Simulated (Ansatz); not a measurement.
## Kick test of a cell of ZnCd₂O₃

It was reached by relaxing an invented guess, and it needn't be the stable form of this composition.

The calculation used Ansatz, DFT PBE, scalar-relativistic, plane waves, PAW. Cutoff 420 eV; k points 12×12×6 on the computed 6-atom cell (Γ-centred); Gaussian smearing, width 0.10 eV; no spin polarisation.

The cell below (6 atoms, space group P3m1 (No. 156)) is relaxed within its symmetry.

```
Zn Cd O
1.0
     3.48343    0.00000    0.00000
    -1.74172    3.01674    0.00000
     0.00000    0.00000    8.72212
Zn Cd O
1 2 3
Direct
  0.00000 0.00000 0.33459
  0.33333 0.66667 0.01422
  0.66667 0.33333 0.66007
  0.66667 0.33333 0.91230
  0.00000 0.00000 0.55969
  0.33333 0.66667 0.26913
```

For the test a repeat of it with 12 atoms (edges 3.48, 6.03, 8.72 Å) was strained at random (σ = 1.5 % a component), the atoms were moved at random (σ = 0.05 Å), and all was relaxed again on a coarse 6×4×4 mesh (in the run’s order of axes) with 0.20 eV smearing, with no symmetry imposed.

**Question.** Does it come back?

**Answer.** It returns, within 1 meV/atom of the unmoved cell on that mesh and with the same symmetry when read at 0.1 Å (Cm at 0.01 Å, so small strains and shifts remain). No instability shows in this cell; modes of other wave vectors, which need another repeat, aren't tested.
